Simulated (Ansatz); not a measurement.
# Polymorphs and borrowed structures of AgHgF3

AgHgF3 was placed in 3 structures, borrowed from other compounds or built from prototypes, and relaxed with PBEsol and then r2SCAN+rVV10 in Ansatz 0.2.0, symmetry kept. Energies are static, from a final single point; gaps are the least over its mesh and special points. Computed values alone, no measurements; non-magnetic cells, some hypothetical.

| start | ends in | volume (Å³/atom) | energy, r2SCAN+rVV10 (meV/atom) | gap, r2SCAN+rVV10 (eV) | shaken (PBEsol) |
| --- | --- | --- | --- | --- | --- |
| KVCl3 type (No. 194) | P6_3/mmc | 15.91 | 235 | 1.07 | not tested |
| KZnF3 type (No. 221) | Pm-3m | 17.43 | 237 | metal | falls 166 meV |
| NaFeF3 type (No. 63) | Cmcm | 14.41 | 0 | 0.24 | not tested |

Energies count from the lowest cell; the last column tells what a randomly displaced small cell does when relaxed without symmetry, which tests only the distortions that fit it.

Of the symmetric cells the lowest is the one started from NaFeF3 type (No. 63), which ends in Cmcm (No. 63), 235 meV an atom below the next (KVCl3 type (No. 194)). Other structures, not tried here, could lie lower.

The cells shaken are PBEsol's, whose volumes can differ from those tabled by ten per cent. The falls are PBEsol's, in meV an atom on the shaken cell's own mesh; a cell that falls isn't a minimum, and its place in the table may change once it distorts.

The cells in order of energy (the first three):
- NaFeF3 type (No. 63): Cmcm, 14.41 Å³ an atom. Ag has 8 F at 2.42–2.78 Å; Hg has 6 F at 2.26–2.33 Å; F has 2 Hg at 2.26 Å and 2 Ag at 2.42 Å; F has 2 Hg at 2.33 Å and 3 Ag at 2.52–2.78 Å.
- KVCl3 type (No. 194): P6_3/mmc, 15.91 Å³ an atom. Around Ag lie 6 F at 2.63 Å; around Hg lie 6 F at 2.28 Å; around F lie 2 Hg at 2.28 Å and 2 Ag at 2.63 Å.
- KZnF3 type (No. 221): Pm-3m, 17.43 Å³ an atom. Around Ag lie 12 F at 3.14 Å; around Hg lie 6 F at 2.22 Å; around F lie 2 Hg at 2.22 Å and 4 Ag at 3.14 Å.

The lowest symmetric cell:
```yaml
crystal:
  lattice:
    - [1.76125, -5.11684, 0.00000]
    - [1.76125, 5.11684, 0.00000]
    - [0.00000, 0.00000, 7.99734]
  atoms:
    - { symbol: Ag, position: [0.23539, 0.76461, 0.75000] }
    - { symbol: Ag, position: [0.76461, 0.23539, 0.25000] }
    - { symbol: Hg, position: [0.00000, 0.00000, 0.00000] }
    - { symbol: Hg, position: [0.00000, 0.00000, 0.50000] }
    - { symbol: F, position: [0.89743, 0.10257, 0.75000] }
    - { symbol: F, position: [0.10257, 0.89743, 0.25000] }
    - { symbol: F, position: [0.35867, 0.64133, 0.05947] }
    - { symbol: F, position: [0.64133, 0.35867, 0.94053] }
    - { symbol: F, position: [0.35867, 0.64133, 0.44053] }
    - { symbol: F, position: [0.64133, 0.35867, 0.55947] }
```

Spin-orbit coupling is left out; in compounds of Pb, Bi, Tl or Hg it can lower a gap by up to about 1 eV, split its edges or invert the bands.
